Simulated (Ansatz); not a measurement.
WSi2 (MoSi2 type, space group I4/mmm)

```xyz
3
Lattice="-1.6147 1.6147 3.9339 1.6147 -1.6147 3.9339 1.6147 1.6147 -3.9339" Properties=species:S:1:pos:R:3 pbc="T T T"
W      0.0000     0.0000     0.0000
Si     0.0000     0.0000     2.6324
Si     0.0000     0.0000     5.2354
```

The volume is varied about the relaxed value V₀ at fixed cell shape. The atoms relax within the cell's symmetry.

Computed with PBE (plane waves to 420 eV, PAW, scalar-relativistic; Ansatz, a program for electronic structure). k mesh 20×20×20 (Γ-centred), Fermi-Dirac smearing 0.05 eV. Energies are smeared free energies. With the shape held, the modulus is that of even scaling; a crystal free to change shape is softer. Spin-orbit coupling is left out, though W is heavy. The PAW data are Ansatz's earlier set. WSi2 is run without spin polarisation. WSi2 was relaxed with its symmetry unable to fall. ΔE is measured from the relaxed starting cell. The last digit holds for this mesh only.

```csv
V (Å³/atom),ΔE (meV/atom)
12.855,37.6
13.060,20.6
13.265,8.9
13.471,2.2
13.676,0.0
13.881,2.0
14.086,8.0
14.291,17.4
14.496,30.2
```

Problem. What bulk modulus at fixed cell shape B₀ follows from a third-order Birch-Murnaghan fit?

Solution. 218 GPa.

Problem. What is the fitted pressure derivative B₀′?

Solution. 4.5.

(Under strain, the slope of the energy per volume gives the stress and its curvature an elastic modulus.)
